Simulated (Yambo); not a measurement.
Quantum ESPRESSO input (LDA, PseudoDojo standard norm-conserving files, scalar-relativistic) whose wavefunctions are converted with p2y:

```
&CONTROL
  calculation = 'nscf'
  pseudo_dir = './pseudo'
  outdir = './out'
/
&SYSTEM
  ibrav = 0
  nat = 9
  ntyp = 3
  ecutwfc = 84.0
  ecutrho = 336.0
  occupations = 'fixed'
  force_symmorphic = .true.
  nbnd = 217
/
&ELECTRONS
  conv_thr = 9.000000000000001e-09
  diago_full_acc = .true.
  diago_thr_init = 1e-08
/
ATOMIC_SPECIES
F 18.9984 F.upf
Si 28.0850 Si.upf
Rb 85.4678 Rb.upf
CELL_PARAMETERS angstrom
  0.000000000000   4.176640000000   4.176640000000
  4.176640000000   0.000000000000   4.176640000000
  4.176640000000   4.176640000000   0.000000000000
ATOMIC_POSITIONS crystal
F   0.796230000000   0.203770000000   0.796230000000
F   0.203770000000   0.796230000000   0.203770000000
F   0.796230000000   0.203770000000   0.203770000000
F   0.203770000000   0.796230000000   0.796230000000
F   0.796230000000   0.796230000000   0.203770000000
F   0.203770000000   0.203770000000   0.796230000000
Si   0.000000000000   0.000000000000   0.000000000000
Rb   0.750000000000   0.750000000000   0.750000000000
Rb   0.250000000000   0.250000000000   0.250000000000
K_POINTS automatic
1 1 1 0 0 0
```

Yambo's initialisation report on symmetry, reciprocal space, the k grid and the gaps on this mesh:

```
  [02.02] Symmetries
  ==================

  Inversion symmetry    : yes
  Spatial inversion     : yes
  Inversion index       :  25
  K-space Time-reversal : no
  Magnetic symmetries   : no
  Group table correct   : yes
  Symmetries units      :  [cc]

  [02.03] Reciprocal space
  ========================

  nG shells         :   709
  nG charge         :  102323
  nG WFs            :  12675
  nC WFs            :  12675
  G-vecs. in first 70 shells:  [ Number ]
     1    9   15   27   51   59   65   89  113
    137   169   181   229   259   283   307   331   339
    387   411   459   531   537   561   609   645   701
    725   749   821   869   893   941   965  1037  1067
   1139  1211  1243  1291  1363  1411  1459  1471  1591
   1639  1687  1759  1807  1837  1893  1917  1989  2085
   2109  2133  2229  2277  2397  2421  2445  2565  2637
   2685  2733  2741  2837  2891  2975  3071
  ...
  Shell energy in first 70 shells:  [ mHa ]
    0.00000      237.651      316.868      633.735      871.386      950.603      1267.47      1505.12      1584.34
    1901.21      2138.86      2534.94      2772.59      2851.81      3168.68      3406.33      3485.54      3802.41
    4040.06      4119.28      4436.15      4673.80      5069.88      5307.53      5386.75      5703.62      5941.27
    6020.49      6337.35      6575.00      6654.22      6971.09      7208.74      7604.82      7842.47      7921.69
    8238.56      8476.21      8555.43      9109.95      9189.16      9506.03      9743.68      10139.8      10377.4
    10456.6      10773.5      11011.2      11090.4      11407.2      11644.9      11724.1      12041.0      12278.6
    12674.7      12912.4      12991.6      13308.4      13546.1      13625.3      13942.2      14179.8      14259.0
    14575.9      14813.6      15209.6      15447.3      15526.5      15843.4      16081.0
  ...

  [02.04] K-grid lattice
  ======================

  Compatible Grid is   : 0D
  K lattice UC volume  :  0.252250 [a.u.]

  IBZ K-points                                      :  1
  BZ  K-points                                      :  1

  K/Q-points units:
  rlu = crystal or reduced units; cc = cartesian coordinates; iku = interal k-units

  K [1]          [rlu]:  0.000000  0.000000  0.000000
         WF components:  12675

  [02.05] Energies & Occupations
  ==============================

  [X] === General ===
  [X] Electronic Temperature                        :  0.000000  0.000000 [eV K]
  [X] Bosonic    Temperature                        :  0.000000  0.000000 [eV K]
  [X] Finite Temperature mode                       : no
  [X] El. density                                   :  0.43921E+24 [cm-3]
  [X] Fermi Level                                   :  0.659163 [eV]

  [X] === Gaps and Widths ===
  [X] Conduction Band Min                           :  7.148940 [eV]
  [X] Valence Band Max                              :  0.000000 [eV]
  [X] Filled Bands                                  :   32
  [X] Empty Bands                                   :   33  217
  [X] Direct Gap                                    :  7.148940 [eV]
  [X] Direct Gap localized at k                     :  1
```
The gaps are LDA values on this mesh alone; only operations without fractional translations are kept.

Geometry of the Materials Project entry, not relaxed at this level.
